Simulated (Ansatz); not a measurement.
ZrSnO₄ (rutile sites, Cmmm): zone-centre phonons and dielectric response

Perturbation theory with PBEsol in Ansatz 0.2.0 on the PBEsol cell, ground state and force constants on a 4×4×6 mesh. Note: simulated data, non-magnetic, for a generated structure that need not be the stable one.

It is orthorhombic, Cmmm (No. 65); a = 6.800 Å, b = 6.866 Å, c = 3.211 Å in the conventional setting, 12.49 Å³ an atom. Sn has 6 O at 2.07–2.08 Å; Zr has 6 O at 2.08–2.11 Å; O has 1 Sn at 2.07 Å and 2 Zr at 2.08 Å; O has 2 Sn at 2.08 Å and 1 Zr at 2.11 Å.

```
Sn Zr O
1.0
     3.40025   -3.43282    0.00000
     3.40025    3.43282    0.00000
     0.00000    0.00000    3.21139
Sn Zr O
1 1 4
Cartesian
  3.4002 0.0000 1.6057
  0.0000 0.0000 0.0000
  1.3286 0.0000 1.6057
  5.4719 0.0000 1.6057
  3.4002 -1.3278 0.0000
  3.4002 1.3278 0.0000
```

Optical modes without the longitudinal term:
```
ω (cm⁻¹)  degeneracy  IR intensity, summed over the level ((D/Å)²/amu)
     117           1                                              0.00
     133           1                                              1.17
     224           1                                             21.56
     229           1                                             14.57
     277           1                                              1.85
     287           1                                              3.67
     330           1                                             55.50
     365           1                                              0.00
     408           1                                              0.00
     458           1                                              0.00
     471           1                                              2.62
     488           1                                             31.27
     532           1                                             28.95
     591           1                                              0.00
     744           1                                              0.00
```

All optical modes at Γ are real, from 117 to 744 cm⁻¹ without the longitudinal term; this says nothing of other wave vectors. The long-range field leaves the highest mode where it is. By the program's warning the force constants, and with them frequencies and ε⁰, aren't converged on this mesh. Of the real levels 9 are infrared active, the strongest at 330 cm⁻¹.

The clamped-ion dielectric constant comes out as 4.48, 4.64 and 5.18 along x, y and z. With the ions relaxed, ε⁰ is 16.5, 21.3 and 21.9 along x, y and z. Born charges, averaged over directions: Sn +4.54, Zr +5.54, O -2.63 to -2.41 e. The program notes that the ground state's band table doesn't vouch for all the bands that the response reads.

For comparison, on the r2SCAN cell the mean ε∞ is 4.32 with r2SCAN (ground state on 4×4×6; least gap 2.84 eV).

No spin-orbit coupling is included; it can move band edges with weight on the heavy atoms by tenths of an eV.
